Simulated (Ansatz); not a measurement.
The cell below belongs to a search over invented structures; it isn't taken from experiment.

Input and command of a plane-wave DFT calculation in Ansatz:

```yaml
crystal:
  lattice:
    - [6.1597427216, 0.0, 0.0]
    - [0.0, 4.0790994796, 0.0]
    - [-0.0466355589, 0.0, 8.2852328239]
  atoms:
    - { symbol: Sn, position: [0.2006211752, 0.5, 0.6037567337] }
    - { symbol: Sn, position: [0.7071536042, 0.0, 0.8853190832] }
    - { symbol: Sn, position: [0.8000673837, 0.0, 0.3894198389] }
    - { symbol: Pb, position: [0.3038964043, 0.5, 0.1074612781] }
    - { symbol: S, position: [0.122193623, 0.0, 0.8182902236] }
    - { symbol: S, position: [0.3803701594, 0.0, 0.3338514633] }
    - { symbol: S, position: [0.8633842645, 0.5, 0.1816076676] }
    - { symbol: S, position: [0.6223143854, 0.5, 0.6802947117] }
basis:
  ecutwfc: 420
kpoints:
  mp_grid: { grid: [6, 10, 4] }
hamiltonian:
  xc: pbe
scf:
  occupations: { method: gaussian, width: 0.02 }
output:
  forces: true
  stress: true
  eigenvalues: true
relax:
  adjacent_minimum: "off"
  f_tol: 0.01
  max_steps: 80
  cell: { stress_tol: 0.05 }
```

```bash
ansatz run input.yaml --threads 4 --pin off --max-ram 8192MiB --backend cpu --events-out ev --progress --plain --runs-dir out
```

Processor: AMD EPYC 7R43 64-Core Processor (Zen 3), 4 threads, on a host shared with other jobs.

Task: Estimate time, memory and problem size.

Result: About 3.5 min, peak memory 1 GiB. It solves 48 bands at 84 k points (after reduction by symmetry) with about 4007 plane waves (on the last cell), in 53 SCF iterations over 8 ionic steps.
